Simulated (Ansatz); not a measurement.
Trial structure of AgPAu₃, not yet relaxed:

Space group Pm-3m (No. 221). a = 4.440 Å, b = 4.440 Å, c = 4.440 Å, α = 90.00°, β = 90.00°, γ = 90.00°
| atom | site | symmetry | x | y | z |
| --- | --- | --- | --- | --- | --- |
| Ag | 1a | m-3m | 0.0000 | 0.0000 | 0.0000 |
| P | 1b | m-3m | 0.5000 | 0.5000 | 0.5000 |
| Au | 3c | 4/mm.m | 0.0000 | 0.5000 | 0.5000 |

The calculation used DFT PBE, scalar-relativistic, plane waves, PAW in Ansatz. Cutoff 420 eV; k points 4×4×4 on the computed 5-atom cell (Γ-centred); Gaussian smearing, width 0.10 eV; no spin polarisation.

Formation energies are uncorrected and refer to the elements' standard structures at the same level. The references include black phosphorus.

Problem. How far from equilibrium is it?

Solution. The pressure is 26.0 GPa (it wants to expand), the largest force is 0.00 eV/Å (symmetry fixes the atoms), and the energy is +0.50 eV/atom against the elements. The shortest distance is 2.22 Å.

Problem. How much does it gain on relaxing, and where does it end?

Solution. Relaxing gains about 0.25 eV/atom (the start's value is from the coarse mesh, so the gain is rough) in 8 ionic steps and ends at +0.25 eV/atom on the finer mesh. The symmetry stays Pm-3m (No. 221). The end has the antiperovskite type. The volume per atom grows by 20.5 %, from 17.5 to 21.1 Å³. The shortest distance goes from 2.22 Å (P–Au) to 2.36 Å (P–Au). Conventional cell: a = 4.725 Å. Around Ag lie 12 Au at 3.34 Å; around P lie 6 Au at 2.36 Å; around Au lie 2 P at 2.36 Å, 4 Ag at 3.34 Å and 8 Au at 3.34 Å.

The last run used an 8×8×8 mesh for its 5-atom cell and Gaussian smearing of 0.10 eV. These runs have no spin–orbit coupling, which can matter for Au. The cell is a metal run without spin; a magnetic state may lie lower. The reference form of P is held partly by dispersion forces, which this level lacks. The relaxation can't lower the symmetry of the start. A structure relaxed within its symmetry needn't be a true minimum.
